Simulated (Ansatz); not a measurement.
AlN:
```
AlN
1.0
    3.12080     0.00000     0.00000
   -1.56040     2.70269     0.00000
    0.00000     0.00000    10.11172
Al N
4 4
Cartesian
  0.00000   0.00000   0.01425
  0.00000   0.00000   5.07012
  1.56040   0.90090   7.58708
  0.00000   1.80180   2.53122
  0.00000   0.00000   8.21012
  0.00000   0.00000   3.15426
  1.56040   0.90090   5.68232
  0.00000   1.80180   0.62646
```

Relaxed with PBE. Independent-particle spectrum: no excitons, no local fields, no scissors shift; 0.1 eV broadening; ε₁ of the summed bands alone.

Task: Tabulate the dielectric function from plane-wave PAW PBE (Ansatz code).

Result: 

| E (eV) | ε₁ xx | ε₂ xx | ε₁ zz | ε₂ zz |
|---|---|---|---|---|
| 0.0 | 4.61 | 0.00 | 4.72 | 0.00 |
| 0.4 | 4.62 | 0.00 | 4.73 | 0.00 |
| 0.8 | 4.64 | 0.00 | 4.76 | 0.00 |
| 1.2 | 4.69 | 0.00 | 4.81 | 0.00 |
| 1.6 | 4.76 | 0.00 | 4.89 | 0.00 |
| 2.0 | 4.85 | 0.00 | 4.99 | 0.00 |
| 2.4 | 4.97 | 0.00 | 5.13 | 0.00 |
| 2.8 | 5.14 | 0.00 | 5.31 | 0.00 |
| 3.2 | 5.36 | 0.00 | 5.56 | 0.00 |
| 3.6 | 5.66 | 0.00 | 5.91 | 0.00 |
| 4.0 | 6.22 | 0.02 | 6.62 | 0.12 |
| 4.4 | 6.64 | 0.62 | 6.96 | 0.70 |
| 4.8 | 6.97 | 0.91 | 7.46 | 0.95 |
| 5.2 | 7.79 | 1.35 | 8.94 | 1.77 |
| 5.6 | 7.98 | 2.41 | 8.76 | 4.46 |
| 6.0 | 8.42 | 3.64 | 7.45 | 5.33 |
| 6.4 | 8.62 | 5.40 | 6.63 | 6.43 |
| 6.8 | 6.34 | 6.88 | 4.84 | 7.01 |
| 7.2 | 5.72 | 7.58 | 3.78 | 6.49 |
| 7.6 | 2.30 | 8.43 | 3.27 | 6.20 |
| 8.0 | 1.23 | 6.79 | 1.85 | 6.63 |
| 8.4 | 0.95 | 5.31 | 1.65 | 4.25 |
| 8.8 | 1.16 | 3.79 | 3.04 | 4.40 |
| 9.2 | 3.39 | 4.18 | 4.04 | 5.39 |
| 9.6 | 1.83 | 6.07 | -0.64 | 9.62 |
| 10.0 | 1.26 | 5.08 | -0.99 | 4.61 |
| 10.4 | 1.41 | 5.45 | 0.68 | 3.31 |
| 10.8 | 0.93 | 5.44 | 1.89 | 4.26 |
| 11.2 | 0.15 | 4.74 | 1.95 | 5.12 |
| 11.6 | 1.72 | 5.04 | 2.29 | 6.35 |
| 12.0 | -0.41 | 6.21 | -1.75 | 6.37 |

Task: From ε at 6.0 eV (xx: 8.42 + 3.64i), find n, k, the normal reflectivity and the absorption coefficient.

Result: n = 2.97, k = 0.614, R = 26 %, α = 2kE/ħc = 370000 cm⁻¹.

With all bands, ε∞ without local fields is 4.71 (xx = yy), 4.82 (zz). DFPT, with local fields, gives 4.56 (xx = yy), 4.68 (zz).

Space group P6_3mc. A made-up cell: these elements were put on the sites of a structure type. Its sites differ from those of the usual phase in this space group: another stacking or structure type. Symmetry was held in the PBE relaxation; phonons on a q-mesh show no instability.

Potentials: the later of the program's two PAW sets.
